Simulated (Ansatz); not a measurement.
# La3Si3Ni with crystal.symmetry, hamiltonian.hubbard changed

Level of theory: PBEsol, no spin polarisation, scalar-relativistic; Ansatz, plane waves to 420 eV (PAW set soft_2), k-mesh 10×10×10. These are the settings of the reference run.

Cell:

```xyz
7
Lattice="-2.0198 2.1649 9.0249 2.0198 -2.1649 9.0249 2.0198 2.1649 -9.0249" Properties=species:S:1:pos:R:3 pbc="T T T"
La    0.0000    2.1649    5.6580
La    2.0198    0.0000    3.2644
La    0.0000    0.0000    0.0085
Ni    0.0000    0.0000   10.2515
Si    0.0000    2.1649    2.3662
Si    2.0198    0.0000    6.5605
Si    0.0000    0.0000    7.9903
```

The reference run of this cell is solved again as a single point with these keys changed:

| key | reference run | changed run |
| --- | --- | --- |
| crystal.symmetry | not typed | {detect: false} |
| hamiltonian.hubbard | not typed | {sites: [{species: Ni, l: d, u_eff: 4.0}], double_counting: fll} |

Problem. Does this change matter?

Solution. 

| quantity | reference run | changed run |
| --- | --- | --- |
| pressure (GPa) | 0.0 | 0.1 |
| largest force (eV/Å) | 0.00 | 0.10 |
| gap on the mesh (eV) | 0.00 | 0.00 |

The Hamiltonian isn't the same, so energies aren't compared. It took 12 iterations.

Caveats: a single point, atoms not relaxed again; a change of U can also leave the f or d shell in another state.
